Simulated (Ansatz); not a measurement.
HgSe (zinc blende, F-43m) under volume change, DFT-PBEsol in the program Ansatz with PAW potentials, scaled uniformly.

```
V (Å³/atom)  E − E(relaxed) (meV/atom)  P (GPa)
-----------  -------------------------  -------
26.239                            45.4     6.16
27.104                            18.9     3.73
27.969                             4.4     1.70
28.834                             0.0     0.00
29.699                             3.9    -1.42
30.564                            14.9    -2.59
31.429                            31.6    -3.58
```

### Question
What does a third-order Birch–Murnaghan fit give for V₀, B₀ and B′?

### Answer
V₀ = 28.83 Å³/atom, B₀ = 51.5 GPa, B′ = 5.0.

Symmetry was held in the PBEsol relaxation. Spin–orbit coupling is left out wherever it is not named.

Potentials: the later of the program's two PAW sets.
